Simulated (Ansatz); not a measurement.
## Calculated ¹⁷O NMR of the central transition for LaSc₃B₄O₁₂

Cell: an entry of the Crystallography Open Database (COD), its atoms then relaxed with PBE in this cell.

Space group R32:H (No. 155); a = 9.8190, c = 7.9870 Å, γ = 120.00°.

| site | Wyckoff | site symmetry | x | y | z |
| --- | --- | --- | --- | --- | --- |
| La | 3a | 32 | 0.0000 | 0.0000 | 0.0000 |
| Sc | 9d | .2 | 0.1596 | 0.3333 | 0.3333 |
| B5 | 9e | .2 | 0.0000 | 0.5153 | 0.5000 |
| B8 | 3b | 32 | 0.0000 | 0.0000 | 0.5000 |
| O9 | 9e | .2 | 0.0000 | 0.3739 | 0.5000 |
| O12 | 9e | .2 | 0.1416 | 0.1416 | 0.5000 |
| O15 | 18f | 1 | 0.1378 | 0.6574 | 0.4866 |

One atom of each set is listed; the run and its k-mesh use a cell of 20 atoms with edges of 6.26, 6.26, 6.26 Å.

Method: Kohn–Sham DFT in Ansatz, PBE, plane waves and PAW, scalar-relativistic, 420 eV cutoff, Γ-centred 4×4×4 k-points, Fermi–Dirac smearing 0.02 eV.

¹⁷O has I = 5/2 and Q = -25.58 mb (Pyykkö 2018); at 23.5 T its Larmor frequency is ν₀ = 135.7 MHz. Only the quadrupole interaction is simulated: positions count from each site's isotropic chemical shift, and J coupling is left out, as are shift anisotropy and dipolar coupling, which fast spinning averages.

(1) Simulate the second-order pattern (fast magic-angle spinning, Gaussian broadening 0.1 kHz) of site O15 (1 B at 1.38 Å, 1 Sc at 2.05 Å, angle 126°; also 1 La at 2.36 Å).

Results:

(1) The calculation gives C_Q = -3.75 MHz and η = 0.91, so ν_Q = 0.563 MHz and the centre of gravity lies at -5.85 ppm (-0.793 kHz).

(offset (kHz), height): (-1.866, 0), (-1.803, 2), (-1.739, 8), (-1.676, 14), (-1.612, 18), (-1.548, 19), (-1.485, 19), (-1.421, 20), (-1.357, 21), (-1.294, 23), (-1.230, 24), (-1.166, 26), (-1.103, 29), (-1.039, 38), (-0.975, 65), (-0.912, 93), (-0.848, 100), (-0.784, 87), (-0.721, 68), (-0.657, 55), (-0.593, 48), (-0.530, 43), (-0.466, 40), (-0.402, 37), (-0.339, 34), (-0.275, 32), (-0.212, 31), (-0.148, 29), (-0.084, 27), (-0.021, 18), (0.043, 4), (0.107, 0)

At this cell the PBE pressure is 2.1 GPa (principal stresses up to 10 GPa in size), so it isn't the equilibrium cell of PBE.

The relaxation (6 steps) took 3 min of wall time (3 min of CPU time) and 0.63 GiB at its peak, on 1 thread of Arm Neoverse V1 (aarch64; 8 cores open to the job, memory cap 3.0 GiB, no GPU), a shared host with a load of 0.7 a core.
